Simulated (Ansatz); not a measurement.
S:
```
S
1.0
    5.20900     3.00742     1.45992
   -5.20900     3.00742     1.45992
    0.00000    -6.01483     1.45992
S
6
Cartesian
  0.57479  -4.23497   1.90970
  3.38020   2.61526   1.90970
 -3.95498   1.61971   1.90970
 -0.57479   4.23497   2.47005
 -3.38020  -2.61526   2.47005
  3.95498  -1.61971   2.47005
```

Relaxed with PBEsol. Special points in fractions of this cell's reciprocal vectors: Γ (0.000, 0.000, 0.000); L (0.500, 0.000, 0.000); T (0.500, -0.500, 0.500); P0 (0.206, -0.794, 0.206); P2 (0.206, 0.206, 0.206); F (0.500, -0.500, 0.000).

List the band energies nearest the valence-band maximum at these points for the program Ansatz at the PBEsol level (PAW).

In eV from the valence-band maximum; about four levels below and three above (degenerate sets whole), none deeper than 8.9 eV; points with the same levels are listed once.

```tsv
k	below	above
Γ	-0.90 -0.90 -0.69 -0.69	2.43 2.43 3.40 3.40
L	-1.26 -0.99 -0.45 -0.12	2.46 2.86 3.02
T	-1.50 -1.50 -1.16 -1.16 0.00	2.11 2.11 2.77
P0	-1.36 -1.36 -0.74 -0.74 -0.19	2.40 2.87 2.87
F	-1.32 -1.18 -0.96 -0.46	2.19 2.68 3.21
```

Space group R-3. The workflow started from an entry of the Crystallography Open Database (COD), which files this formula under 8 space groups. It is not the phase usual at ambient conditions (space group No. 70). The cell was relaxed with PBEsol under the symmetry of its start; whether a distortion lowers the energy is not shown. A crystal of weakly bound molecules computed without a dispersion correction: the cell and the soft elastic constants depend strongly on that.

Potentials: the later of the program's two PAW sets.
